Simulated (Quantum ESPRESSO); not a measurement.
pw.x input (Quantum ESPRESSO 7.5; LDA, PseudoDojo standard norm-conserving files, scalar-relativistic):

```
&CONTROL
  calculation = 'scf'
  pseudo_dir = './pseudo'
  outdir = './out'
  tprnfor = .true.
  tstress = .true.
/
&SYSTEM
  ibrav = 0
  nat = 5
  ntyp = 3
  ecutwfc = 84.0
  ecutrho = 336.0
  occupations = 'smearing'
  smearing = 'fd'
  degauss = 0.002
  nbnd = 15
/
&ELECTRONS
  conv_thr = 5e-10
/
ATOMIC_SPECIES
Li 6.9400 Li.upf
O 15.9990 O.upf
Br 79.9040 Br.upf
CELL_PARAMETERS angstrom
  3.948640000000   0.000000000000   0.000000000000
  0.000000000000   3.948640000000   0.000000000000
  0.000000000000   0.000000000000   3.948640000000
ATOMIC_POSITIONS crystal
Li   0.500000000000   0.000000000000   0.000000000000
Li   0.000000000000   0.500000000000   0.000000000000
Li   0.000000000000   0.000000000000   0.500000000000
O   0.000000000000   0.000000000000   0.000000000000
Br   0.500000000000   0.500000000000   0.500000000000
K_POINTS automatic
8 8 8 0 0 0
```

End of the output:

```
     total energy              =    -107.77266270 Ry
     estimated scf accuracy    <       0.00000009 Ry
     total energy              =    -107.77266270 Ry
     estimated scf accuracy    <       0.00000002 Ry
     total energy              =    -107.77266271 Ry
     estimated scf accuracy    <          7.5E-10 Ry
[...]
     the Fermi energy is     4.9197 ev
!    total energy              =    -107.77266271 Ry
     estimated scf accuracy    <          2.4E-10 Ry
     smearing contrib. (-TS)   =       0.00000000 Ry
     internal energy E=F+TS    =    -107.77266271 Ry
     The total energy is F=E-TS. E is the sum of the following terms:
     one-electron contribution =     -34.97892888 Ry
     hartree contribution      =      22.67761694 Ry
     xc contribution           =     -28.41631390 Ry
     ewald contribution        =     -67.05503687 Ry
     convergence has been achieved in  11 iterations
     Forces acting on atoms (cartesian axes, Ry/au):
     atom    1 type  1   force =     0.00000000    0.00000000    0.00000000
     atom    2 type  1   force =     0.00000000    0.00000000    0.00000000
     atom    3 type  1   force =     0.00000000    0.00000000    0.00000000
     atom    4 type  2   force =     0.00000000    0.00000000    0.00000000
     atom    5 type  3   force =     0.00000000    0.00000000    0.00000000
     Total force =     0.000000     Total SCF correction =     0.000000
     Computing stress (Cartesian axis) and pressure
          total   stress  (Ry/bohr**3)                   (kbar)     P=      -33.53
  -0.00022791   0.00000000   0.00000000          -33.53        0.00        0.00
   0.00000000  -0.00022791   0.00000000            0.00      -33.53        0.00
   0.00000000   0.00000000  -0.00022791            0.00        0.00      -33.53
```
In a gapped system the printed Fermi energy is only some level inside the gap.

Spin-orbit coupling is not included.

Geometry of the Materials Project entry, not relaxed at this level.
